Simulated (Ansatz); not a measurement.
## Ansatz run, YbSi₂Pd₂

The input, for Ansatz 0.2.0 (plane waves, PAW):

```yaml
crystal:
  lattice:
    - [-2.06902324, 2.06902324, 4.98776979]
    - [2.06902324, -2.06902324, 4.98776979]
    - [2.06902324, 2.06902324, -4.98776979]
  atoms:
    - { symbol: Yb, position: [0.0, 0.0, 0.0] }
    - { symbol: Pd, position: [0.75, 0.25, 0.5] }
    - { symbol: Pd, position: [0.25, 0.75, 0.5] }
    - { symbol: Si, position: [0.375, 0.375, 0.0] }
    - { symbol: Si, position: [0.625, 0.625, 0.0] }
kpoints:
  mp_grid: { grid: [6, 6, 6], shift: [0, 0, 0] }
  band_path:
    path:
      - [0.0, 0.0, 0.0]
      - [0.0, 0.0, 0.5]
      - [0.25, 0.25, 0.25]
      - [0.0, 0.5, 0.0]
      - [0.0, 0.0, 0.0]
      - [0.5, 0.5, -0.5]
      - [0.29301877, 0.70698123, -0.29301877]
      - [-0.29301877, 0.29301877, 0.29301877]
      - [0.0, 0.0, 0.0]
      - [0.0, 0.0, 0.5]
      - [-0.08603753, 0.08603753, 0.5]
    npoints: 6
magnetization:
  spin_polarized: false
scf:
  occupations: { method: fermi_dirac }
  lower_state_search: "off"
  max_iter: 200
hamiltonian:
  pseudopotentials: { kind: paw }
  xc: pbesol
basis:
  ecutwfc: 420
  fft_grid_basis: typed
output:
  forces: true
  stress: true
  eigenvalues: true
  bader: true
  populations: true
  elf: true
  write_potential: true
  volumetric_format: npy
  dos:
    e_range: [-12, 8]
    de: 0.05
    projected: { site_lists: { Pd: [Pd], Si: [Si], Yb: [Yb] } }
checkpoint:
  read: saved_state
```

The saved state is an earlier solution for the same cell, perhaps on another mesh. 

Parts of the output:

```
Yb: projections on atomic orbitals take those of the free atom [Kr 4d10] 4f14 5s2 5p6 5d0 6s2, of charge +0.00 (hamiltonian.pseudopotentials.projection_atoms); the dataset's partial waves leave at most 1.5e-4 of an orbital's norm unspanned inside its sphere
Pseudopotentials: kind: paw
Pseudopotential: Yb, paw, valence charge 24, recommended cutoff 420 eV (normal), Yb.paw.azcp
Pseudopotential: Pd, paw, valence charge 18, recommended cutoff 420 eV (normal), Pd.paw.azcp
Pseudopotential: Si, paw, valence charge 4, recommended cutoff 420 eV (normal), Si.paw.azcp
Functional definition: PBEsol
  exchange = pbesol_x
  correlation = pbesol_c
Crystal: 5 atoms, lattice volume = 85.408 Å³
Basis set: ecut = 420 eV, 1669 PW (Γ), exchange–correlation on 80×80×80 points (8 copies of the dense FFT grid, shifted against one another)
Bands: 41, of which v1, the nominal top of the filled ones, is band 34 counted from 1 (33 counted from 0)
Symmetry: 16 space group operations
Space group: I4/mmm (ITA 139), of the structure as read, at distance tolerance 4.4e-5 Å
k-points: 30 of 216
Initial density: read from a saved state, or passed on in memory by an earlier SCF of this step, an earlier step, the calling program or the single point that the run made first
Functional: x = pbesol(κ = 0.804, μ = 0.1235), c = pbesol(β = 0.046)
Free energy (F): -28737.3198 eV
Harris-Foulkes:  -28737.3198 eV  (|F-HF|=9.07e-9)
Internal energy: -28737.1433 eV  (E = F + TS)
E sigma→0 (E₀):  -28737.2315 eV
Entropy (-TS):   -0.1764 eV (-35.289 meV/atom)
Fermi energy:    15.0038 eV
--- Per-component energies (eV) ---
  E_band       = -312.2416
  E_kinetic    = 1472.4294
  E_local      = -10816.6274  (includes V_loc(G=0)·N_el)
  E_nonlocal   = 1029.5137
  E_hartree    = 4634.0727
  E_xc         = -613.4346
  E_vxc        = -727.5778  (∫ρ·V_xc dr)
  E_paw        = -15596.9326  (= ΣΔE_a)
  E_vpaw       = -538.1238  (= ΣTr[D̂ρ^β])
  E_aug_tail   = 0.0004  (compensation charges beyond the density's cutoff)
  E_ewald      = -8847.9622
  E_core_change = 1.7974  (= ΣΔE_core)
  E_smearing   = -0.1764  (= −TS)
--- Forces (eV/Å), atoms counted from 1 ---
  atom   1  Yb     0.0000     0.0000     0.0000
  atom   2  Pd     0.0000     0.0000     0.0000
  atom   3  Pd     0.0000     0.0000     0.0000
  atom   4  Si     0.0000     0.0000     0.8629
  atom   5  Si     0.0000     0.0000    -0.8629
--- Stress (GPa, compression-positive) ---
       -0.4075       0.0000       0.0000
        0.0000      -0.4075       0.0000
        0.0000       0.0000      -3.7706
  P = ⅓ Tr σ = -1.5285 GPa (-15.285 kbar)
--- Bader charges: 5 sites ---
  site symbol  charge [e]  shift [e]
     0     Yb      1.4368     0.0000
     1     Pd     -0.8786     0.0029
     2     Pd     -0.8786     0.0029
     3     Si      0.1601     0.0029
     4     Si      0.1602     0.0029
```

Origin: a database entry at a rescaled volume. Caveats: no spin polarisation, so a magnetic state may lie lower; the k mesh is coarse if the cell is a metal; f levels without a U or exact exchange are poorly placed.
